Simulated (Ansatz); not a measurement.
Kick test of a cell of Lu3AlN4

The cell was found from a structure generator's guess, not taken from experiment.

The calculation used DFT PBE, scalar-relativistic, plane waves, PAW in Ansatz 0.2.0. Settings: cutoff 420 eV, Γ-centred mesh 8×12×6 on the computed 8-atom cell, Gaussian smearing of 0.02 eV; no spin polarisation.

The cell below (8 atoms, space group Pmm2 (No. 25)) is relaxed within its symmetry.

```
Lu Al N
1.0
     4.78262    0.00000    0.00140
     0.00000    3.24514    0.00000
    -0.00153    0.00000    6.47599
Lu Al N
3 1 4
Direct
  0.74257 0.00000 0.12500
  0.24131 0.50000 0.38243
  0.24130 0.50000 0.86758
  0.70750 0.00000 0.62500
  0.29936 0.00000 0.62500
  0.25500 0.00000 0.12500
  0.75648 0.50000 0.39626
  0.75648 0.50000 0.85373
```

For the test it was strained at random (σ = 1.5 % a component), the atoms were moved at random (σ = 0.10 Å), and all was relaxed again on a coarse 4×4×2 mesh (in the run’s order of axes) with 0.10 eV smearing, with no symmetry imposed.

Q: Does it come back?

A: It returns, within 1 meV/atom of the unmoved cell on that mesh and with the same symmetry when read at 0.1 Å (P1 at 0.01 Å, so small strains and shifts remain). So it is stable against the distortions that fit this cell and that this random move excites. Modes that don't fit the cell aren't tested.
